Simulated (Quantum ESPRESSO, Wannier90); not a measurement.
**Tight-binding from DFT: ZrS2 (CdI2 type)**

Structure: Materials Project mp-1186, symmetrised, not relaxed again. Not found in the COD (Crystallography Open Database) copy used; not checked further. Level: PBEsol, no spin polarisation, no spin-orbit coupling; pw.x of Quantum ESPRESSO at 53 Ry with PseudoDojo potentials, 12×12×6 k-points, Wannier90. Density: 12×12×6 mesh, cold smearing 0.01 Ry. The cell is built of weakly bound layers, chains or molecules, whose nearest atoms lie 3.82 Å apart. Database cells relaxed without dispersion often hold them too far apart, which can enlarge gaps and weakens couplings between them; spacing and stacking were not compared with the measured crystal.

Input w.win:

```
num_bands = 21
num_wann = 11
exclude_bands = 1-6
num_iter = 0
conv_tol = 1.0e-6
conv_window = 4
dis_num_iter = 1000
dis_conv_tol = 1.0e-6
dis_froz_max = 8.87
write_hr = true
write_u_matrices = true
begin projections
Zr: d
S: p
end projections
begin unit_cell_cart
ang
    3.6913800628    0.0000000000    0.0000000000
   -1.8456900314    3.1968289094    0.0000000000
    0.0000000000    0.0000000000    6.0410800000
end unit_cell_cart
begin atoms_frac
Zr   0.0000000000  0.0000000000  0.0000000000
S   -0.3333333333  0.3333333333 -0.2379100000
S    0.3333333333 -0.3333333333  0.2379100000
end atoms_frac
mp_grid = 12 12 6
begin kpoints
0.0000000000 0.0000000000 0.0000000000
0.0000000000 0.0000000000 0.1666666667
0.0000000000 0.0000000000 0.3333333333
... (861 more lines: the 12x12x6 mesh through Gamma)
end kpoints
```

On the energy scale of pw.x, whose zero is arbitrary, the valence-band maximum lies at 6.42 eV. Lines of w_hr.dat (R1 R2 R3 m n Re Im, eV) for R = 0 and one of the shortest lattice vectors, rounded to 0.01 eV, lines under 0.02 eV left out; orbitals in order: Zr1 dz2, Zr1 dxz, Zr1 dyz, Zr1 dx2-y2, Zr1 dxy, S2 pz, S2 px, S2 py, S3 pz, S3 px, S3 py.

```
    0    0    0    1    1     8.21     0.00
    0    0    0    6    1     0.69     0.00
    0    0    0    7    1    -0.34     0.00
    0    0    0    8    1     0.19     0.00
    0    0    0    9    1    -0.69     0.00
    0    0    0   10    1     0.34     0.00
    0    0    0   11    1    -0.19     0.00
    0    0    0    2    2     9.06     0.00
    0    0    0    5    2    -0.70     0.00
    0    0    0    6    2    -0.48     0.00
    0    0    0    7    2    -1.05     0.00
    0    0    0    8    2     0.95     0.00
    0    0    0    9    2     0.48     0.00
    0    0    0   10    2     1.05     0.00
    0    0    0   11    2    -0.95     0.00
    0    0    0    3    3     9.06     0.00
    0    0    0    4    3    -0.70     0.00
    0    0    0    6    3     0.28     0.00
    0    0    0    7    3     0.95     0.00
    0    0    0    8    3     0.05     0.00
    0    0    0    9    3    -0.28     0.00
    0    0    0   10    3    -0.95     0.00
    0    0    0   11    3    -0.05     0.00
    0    0    0    3    4    -0.70     0.00
    0    0    0    4    4     8.57     0.00
    0    0    0    6    4    -0.51     0.00
    0    0    0    8    4     0.79     0.00
    0    0    0    9    4     0.51     0.00
    0    0    0   11    4    -0.79     0.00
    0    0    0    2    5    -0.70     0.00
    0    0    0    5    5     8.57     0.00
    0    0    0    6    5     0.89     0.00
    0    0    0    7    5     0.79     0.00
    0    0    0    9    5    -0.89     0.00
    0    0    0   10    5    -0.79     0.00
    0    0    0    1    6     0.69     0.00
    0    0    0    2    6    -0.48     0.00
    0    0    0    3    6     0.28     0.00
    0    0    0    4    6    -0.51     0.00
    0    0    0    5    6     0.89     0.00
    0    0    0    6    6     5.40     0.00
    0    0    0    9    6    -0.11     0.00
    0    0    0    1    7    -0.34     0.00
    0    0    0    2    7    -1.05     0.00
    0    0    0    3    7     0.95     0.00
    0    0    0    5    7     0.79     0.00
    0    0    0    7    7     5.30     0.00
    0    0    0   10    7    -0.12     0.00
    0    0    0    1    8     0.19     0.00
    0    0    0    2    8     0.95     0.00
    0    0    0    3    8     0.05     0.00
    0    0    0    4    8     0.79     0.00
    0    0    0    8    8     5.30     0.00
    0    0    0   11    8    -0.12     0.00
    0    0    0    1    9    -0.69     0.00
    0    0    0    2    9     0.48     0.00
    0    0    0    3    9    -0.28     0.00
    0    0    0    4    9     0.51     0.00
    0    0    0    5    9    -0.89     0.00
    0    0    0    6    9    -0.11     0.00
    0    0    0    9    9     5.40     0.00
    0    0    0    1   10     0.34     0.00
    0    0    0    2   10     1.05     0.00
    0    0    0    3   10    -0.95     0.00
    0    0    0    5   10    -0.79     0.00
    0    0    0    7   10    -0.12     0.00
    0    0    0   10   10     5.30     0.00
    0    0    0    1   11    -0.19     0.00
    0    0    0    2   11    -0.95     0.00
    0    0    0    3   11    -0.05     0.00
    0    0    0    4   11    -0.79     0.00
    0    0    0    8   11    -0.12     0.00
    0    0    0   11   11     5.30     0.00
   -1   -1    0    1    1    -0.11     0.00
   -1   -1    0    2    1     0.13     0.00
   -1   -1    0    3    1    -0.08     0.00
   -1   -1    0    4    1    -0.14     0.00
   -1   -1    0    5    1     0.25     0.00
   -1   -1    0    1    2     0.13     0.00
   -1   -1    0    2    2    -0.10     0.00
   -1   -1    0    3    2    -0.06     0.00
   -1   -1    0    4    2     0.23     0.00
   -1   -1    0    5    2    -0.05     0.00
   -1   -1    0    9    2     0.03     0.00
   -1   -1    0   10    2     0.03     0.00
   -1   -1    0    1    3    -0.08     0.00
   -1   -1    0    2    3    -0.06     0.00
   -1   -1    0    3    3    -0.16     0.00
   -1   -1    0    4    3     0.21     0.00
   -1   -1    0    5    3     0.23     0.00
   -1   -1    0    6    3     0.03     0.00
   -1   -1    0    8    3    -0.04     0.00
   -1   -1    0    1    4    -0.14     0.00
   -1   -1    0    2    4     0.23     0.00
   -1   -1    0    3    4     0.21     0.00
   -1   -1    0    4    4    -0.09     0.00
   -1   -1    0    5    4     0.13     0.00
   -1   -1    0    8    4    -0.04     0.00
   -1   -1    0   10    4     0.03     0.00
   -1   -1    0   11    4    -0.02     0.00
   -1   -1    0    1    5     0.25     0.00
   -1   -1    0    2    5    -0.05     0.00
   -1   -1    0    3    5     0.23     0.00
   -1   -1    0    4    5     0.13     0.00
   -1   -1    0    5    5    -0.24     0.00
   -1   -1    0    7    5     0.04     0.00
   -1   -1    0   11    5     0.03     0.00
   -1   -1    0    2    6    -0.03     0.00
   -1   -1    0    6    6    -0.09     0.00
   -1   -1    0    7    6     0.06     0.00
   -1   -1    0    8    6     0.06     0.00
   -1   -1    0    2    7    -0.03     0.00
   -1   -1    0    4    7    -0.03     0.00
   -1   -1    0    7    7     0.07     0.00
   -1   -1    0    8    7     0.17     0.00
   -1   -1    0    4    8     0.02     0.00
   -1   -1    0    5    8    -0.03     0.00
   -1   -1    0    6    8    -0.08     0.00
   -1   -1    0    7    8     0.36     0.00
   -1   -1    0    8    8     0.38     0.00
   -1   -1    0    3    9    -0.03     0.00
   -1   -1    0    9    9    -0.09     0.00
   -1   -1    0   11    9    -0.08     0.00
   -1   -1    0    5   10    -0.04     0.00
   -1   -1    0    9   10     0.06     0.00
   -1   -1    0   10   10     0.07     0.00
   -1   -1    0   11   10     0.36     0.00
   -1   -1    0    3   11     0.04     0.00
   -1   -1    0    4   11     0.04     0.00
   -1   -1    0    9   11     0.06     0.00
   -1   -1    0   10   11     0.17     0.00
   -1   -1    0   11   11     0.38     0.00
```
